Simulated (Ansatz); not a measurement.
A (221) slab of TiN (Fm-3m (No. 225)), 16 planes, outer planes TiN (top) and TiN (bottom), with 32 atoms (Ti16N16) in a surface cell of A = 26.510 Å², as cut from the bulk:

```
CELL_PARAMETERS angstrom
2.97263 0.00000 0.00000
0.00000 8.91789 0.00000
0.00000 0.00000 25.50983
ATOMIC_POSITIONS crystal
Ti 0.50000 0.27778 0.29400
N 0.00000 0.77778 0.29400
Ti 0.00000 0.55556 0.32147
N 0.50000 0.05556 0.32147
Ti 0.50000 0.83333 0.34894
N 0.00000 0.33333 0.34894
Ti 0.00000 0.11111 0.37640
N 0.50000 0.61111 0.37640
Ti 0.50000 0.38889 0.40387
N 0.00000 0.88889 0.40387
Ti 0.00000 0.66667 0.43133
N 0.50000 0.16667 0.43133
Ti 0.50000 0.94444 0.45880
N 0.00000 0.44444 0.45880
Ti 0.00000 0.22222 0.48627
N 0.50000 0.72222 0.48627
Ti 0.50000 0.50000 0.51373
N 0.00000 0.00000 0.51373
Ti 0.00000 0.77778 0.54120
N 0.50000 0.27778 0.54120
Ti 0.50000 0.05556 0.56867
N 0.00000 0.55556 0.56867
Ti 0.00000 0.33333 0.59613
N 0.50000 0.83333 0.59613
Ti 0.50000 0.61111 0.62360
N 0.00000 0.11111 0.62360
Ti 0.00000 0.88889 0.65106
N 0.50000 0.38889 0.65106
Ti 0.50000 0.16667 0.67853
N 0.00000 0.66667 0.67853
Ti 0.00000 0.44444 0.70600
N 0.50000 0.94444 0.70600
```

All numbers below come from Ansatz 0.2.0, DFT PBEsol, scalar-relativistic, plane waves, PAW. Settings: cutoff 420 eV, Γ-centred mesh 12×4×1 on the computed 32-atom cell, Gaussian smearing of 0.10 eV; no spin polarisation. The cell repeats along c with a dipole correction in the vacuum.

Against the same 32 atoms in the bulk, the slab as cut lies 14.408 eV higher and the relaxed slab 11.092 eV higher.

Problem. Work out the surface energy before and after relaxation.

Solution. The slab has two faces, so γ = (E_slab − N·E_bulk)/(2A), the mean of both. As cut: 14.408/(2 × 26.510) = 0.2717 eV/Å², and 1 eV/Å² = 16.02 J/m², so γ = 4.35 J/m². Relaxed: 11.092/(2 × 26.510) = 0.2092 eV/Å² = 3.35 J/m². Relaxation recovers 23 % of the cost of cutting.

Problem. What is the ideal work of this cut, per area?

Solution. Griffith's ideal work is 2γ: 8.71 J/m² if the new faces stay rigid, 6.70 J/m² if they relax. One thickness was run, 16 planes, so γ can still shift with it.

Spin polarisation was left out, and a magnetic state may lie lower.